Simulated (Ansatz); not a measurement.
Ce (fcc, Cu type)

```
Ce
1.0
    0.00000     2.36609     2.36609
    2.36609     0.00000     2.36609
    2.36609     2.36609     0.00000
Ce
1
Cartesian
  0.00000   0.00000   0.00000
```

Equation-of-state scan: isotropic scaling of the cell above, V₀ being its volume. Symmetry pins the atoms to their sites.

Level of theory: PBE (plane waves to 420 eV, PAW, scalar-relativistic; Ansatz, a first-principles code). k mesh 18×18×18 (Γ-centred), Fermi-Dirac smearing 0.05 eV. Compression counts positive. Ce is run without spin polarisation. Ce was relaxed with its symmetry unable to fall. The relaxed volume of Ce is well below the measured one. The f-shell state is unchecked: a lower one may exist.

At one point of the scan the stress tensor (GPa) is:

```
    2.2      0.0      0.0
    0.0      2.2      0.0
    0.0      0.0      2.2
```

### Question
Which point is it?
A. V/V₀ = 0.950
B. V/V₀ = 0.940
C. V/V₀ = 0.970
D. V/V₀ = 0.990

### Answer
A, V/V₀ = 0.950

(A scan under strain: stresses follow from slopes of the energy per volume, elastic moduli from its curvatures.)
